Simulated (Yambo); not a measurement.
BSE-type run in Yambo on CsLiMoO4 (space group F-43m, No. 216), at zero momentum.

Quantum ESPRESSO step (LDA, PseudoDojo standard norm-conserving files, scalar-relativistic):
```
&CONTROL
  calculation = 'nscf'
  pseudo_dir = './pseudo'
  outdir = './out'
/
&SYSTEM
  ibrav = 0
  nat = 7
  ntyp = 4
  ecutwfc = 84.0
  ecutrho = 336.0
  occupations = 'fixed'
  force_symmorphic = .true.
  nbnd = 83
/
&ELECTRONS
  conv_thr = 7.000000000000001e-09
  diago_full_acc = .true.
  diago_thr_init = 1e-08
/
ATOMIC_SPECIES
Li 6.9400 Li.upf
O 15.9990 O.upf
Mo 95.9500 Mo.upf
Cs 132.9055 Cs.upf
CELL_PARAMETERS angstrom
  0.000000000000   4.196030000000   4.196030000000
  4.196030000000   0.000000000000   4.196030000000
  4.196030000000   4.196030000000   0.000000000000
ATOMIC_POSITIONS crystal
Li   0.500000000000   0.500000000000   0.500000000000
O   0.628790000000   0.628790000000   0.113630000000
O   0.628790000000   0.628790000000   0.628790000000
O   0.113630000000   0.628790000000   0.628790000000
O   0.628790000000   0.113630000000   0.628790000000
Mo   0.750000000000   0.750000000000   0.750000000000
Cs   0.250000000000   0.250000000000   0.250000000000
K_POINTS automatic
4 4 4 0 0 0
```

Yambo input:
```
rim_cut
optics
bse
bss
dipoles
RandQpts= 1000000
RandGvec= 1 Ry
FFTGvecs= 40 Ry
BSKmod= "HF"
BSEmod= "resonant"
BSSmod= "hs"
BSENGexx= 15 Ry
BSENGBlk= 3 Ry
% KfnQP_E
 9.064 | 1.0 | 1.0 |
%
% BSEQptR
 1 | 1 |
%
% BSEBands
 14 | 36 |
%
% BEnRange
 0.0 | 18.9 | eV
%
% BDmRange
 0.15 | 0.15 | eV
%
BEnSteps= 378
% BLongDir
 1.0 | 0.0 | 0.0 |
%
BSHayTrs= -0.02
BSSNEig= 24
WRbsWF
```

From the report:

The dimension is k points × valence × conduction bands = 64 × 12 × 11 = 8448.
```
  [SLEPC] Approach                          : Krylov-Schur
  [SLEPC] Number of requested eigenvalues   :  24
  [SLEPC] Number of eigenvalues        [NEV]:  24
   [K] Dimension                                    :   8448
   [K] Bands                                        :   14   36
   [K] Exchange res                                 : yes
   [K] Correlation res                              : yes
   [K] W interaction is bare                        : yes
   [K] RL vectors exchange                          :   965
   [K] RL vectors correlation                       :  113
   [W] Matrix size                                  :  113
```

Spin-orbit coupling is not included.

Geometry of the Materials Project entry, not relaxed at this level.

The structure is a Materials Project entry; no match was found in the copy of COD used, and its stability was not checked.
